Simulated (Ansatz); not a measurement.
Relaxed-ion elastic tensor of SiMo in space group P-6m2 (No. 187; Si on 1a, Mo on 1d) in GPa (Voigt order), plane-wave PAW LDA (Ansatz code); density 7.20 g/cm³, 14.30 Å³ per atom.

```
 287   147   191   0.0   0.0   0.0
 147   287   191   0.0   0.0   0.0
 191   191   408   0.0   0.0   0.0
 0.0   0.0   0.0   197   0.0   0.0
 0.0   0.0   0.0   0.0   197   0.0
 0.0   0.0   0.0   0.0   0.0  69.9
```

Problem. Is the crystal mechanically stable?

Solution. Yes: the smallest eigenvalue of C is 69.9 GPa.

Problem. Work out the Voigt, Reuss and Hill averages.

Solution. K_V = 227, K_R = 214, K_H = 220; G_V = 123, G_R = 96.6, G_H = 110 GPa.

Problem. Give Young's modulus, Poisson's ratio, Pugh's ratio and the universal anisotropy index.

Solution. E = 9KG/(3K + G) = 282 GPa; ν = 0.29; K/G = 2.01 (ductile by the Pugh limit of 1.75); A_U = 5G_V/G_R + K_V/K_R − 6 = 1.42.

Problem. Estimate the sound speeds and the Debye temperature.

Solution. v_l = √((K + 4G/3)/ρ) = 7140 m/s, v_t = √(G/ρ) = 3900 m/s, mean 4350 m/s; Θ = (h/k)(3n/4πV)^(1/3) v_m = 534 K.

Problem. Solve the Christoffel equation for the three sound speeds along x, y, z.

Solution. Eigenvalues of C_ijkl n_j n_l equal ρv². In km/s, slowest first: x 3.12, 5.22, 6.31; y 3.12, 5.22, 6.31; z 5.22, 5.22, 7.53.

Problem. How much does each axis shrink under pressure?

Solution. Linear compressibilities β_i = Σ_j S_ij (j = 1 to 3): x 2.1, y 2.1, z 0.51 per TPa.

The workflow started from a Materials Project entry (that database holds measured and hypothetical structures alike); the Crystallography Open Database copy checked does not list it. Whether it is the stable phase at ambient conditions was not checked. Symmetry was held in the LDA relaxation; whether a distortion lowers the energy is not shown. The run is not spin-polarised. As this level gives no gap, shear constants depend on the k-mesh and smearing (Fermi–Dirac, 0.1 eV here).

Potentials: the later of the program's two PAW sets.
